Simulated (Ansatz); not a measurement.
## Ca under strains and displacements

The calculation used DFT PBEsol, scalar-relativistic, plane waves, PAW (Ansatz).

Cutoff 420 eV; k points 12×12×12 on the computed 1-atom cell (Γ-centred); Gaussian smearing, width 0.10 eV; no spin polarisation.

Reference cell:

```yaml
crystal:
  lattice:
    - [0.00000, 2.79420, 2.79420]
    - [2.79420, 0.00000, 2.79420]
    - [2.79420, 2.79420, 0.00000]
  atoms:
    - { symbol: Ca, position: [0.00000, 0.00000, 0.00000] }
```

Each variant moves atoms of this cell by the vectors given, if any (Å), and then applies a symmetric strain (tensor components, Cartesian axes). The reference cell isn't relaxed at this level. Energies are per atom at zero smearing, counted from the lowest variant. Pressure is positive in compression.

1. strain (xx yy zz yz xz xy, %) 0.17 0.10 0.17 0.34 -1.00 -0.34
2. strain (xx yy zz yz xz xy, %) -3.09 -3.09 -3.09 -1.00 1.00 -1.00
3. strain (xx yy zz yz xz xy, %) -2.31 -2.31 -2.31 -4.00 4.00 4.00

| result | ΔE (meV/atom) | P (GPa) |
| --- | --- | --- |
| A | 30.3 | 0.13 |
| B | 0.0 | 0.40 |
| C | 10.2 | -1.21 |

**Question.** Which variant gave which result?

**Answer.** A is 3, B is 2, C is 1. The pressure falls as the cell grows: from the smallest volume to the largest the variants are 2, 3, 1.